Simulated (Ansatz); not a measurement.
Level of theory: DFT PBE, scalar-relativistic, plane waves, PAW (Ansatz 0.2.0). Cutoff 420 eV, Γ-centred meshes of about 0.25 Å⁻¹ or finer for metals and 0.3 Å⁻¹ for insulators (2π included), Gaussian smearing. No spin polarisation.

All energies are static (0 K, no zero-point motion).

Two forms of Sn2TeO3 were relaxed alike.

A.

```
CELL_PARAMETERS angstrom
3.27421 0.00000 0.00000
-1.63710 2.83555 0.00000
0.00000 0.00000 13.62370
ATOMIC_POSITIONS crystal
Sn 0.00000 0.00000 0.04097
Sn 0.00000 0.00000 0.43883
Te 0.33333 0.66667 0.67658
O 0.33333 0.66667 0.11322
O 0.66667 0.33333 0.96762
O 0.66667 0.33333 0.36279
```

B.

```
CELL_PARAMETERS angstrom
3.25133 0.00000 0.00000
0.00000 3.54717 4.56656
0.00000 -3.54717 4.56656
ATOMIC_POSITIONS crystal
Sn 0.00000 0.04528 0.04528
Sn 0.50000 0.43650 0.43650
Te 0.00000 0.70683 0.70683
O 0.50000 0.19083 0.81933
O 0.50000 0.81933 0.19083
O 0.00000 0.28124 0.28124
```

Problem. Which would you expect to be lower, and how large is the difference?

Solution. A is lower, by 101 meV/atom. A has space group P3m1 (No. 156), 21.1 Å³/atom and no gap on its mesh; B has space group Amm2 (No. 38), 17.6 Å³/atom and no gap. Counting O or Te atoms around Sn (for each partner element, those within 1.25 times its shortest distance or 1.15 times the sum of covalent radii, where it is the nearest in units of that sum or under 1.3; a plus sign parts groups by distance over the sum of covalent radii; a slash parts the counts of unlike sites), A has Sn 3/6 and B has Sn 6/6+2. In A, around Sn on its first site lie 6 O at 2.13–2.14 Å; Te is surrounded by 6 Te at 3.27 Å and 3 Sn at 3.75 Å; around O on its first site lie 3 Sn at 2.13 Å; 3 more sites not described. In B, around Sn on its first site lie 5 O at 2.12–2.15 Å, 1 Te at 3.09 Å, 2 Sn at 3.25 Å and 2 Te at 3.84 Å; Te has 3 Sn at 2.96–3.09 Å, 2 Te at 3.25 Å and 8 O at 3.32–3.44 Å; O on a site of symmetry m has 2 Sn at 2.12 Å, 1 Sn at 2.32 Å, 1 O at 2.64 Å, 6 O at 3.25–3.43 Å and 4 Te at 3.32–3.44 Å; 2 more sites not described. Both come from trial cells of a structure search.

Weakly bound directions are ill-defined at this level, which has no dispersion term (P3m1), and this can change margins and order among such cells. Spin–orbit coupling, which can matter for Te, is left out. A has imaginary phonons (to 110i cm⁻¹), so it is a saddle point at this level. Other cells relaxed within their symmetry can be saddle points.
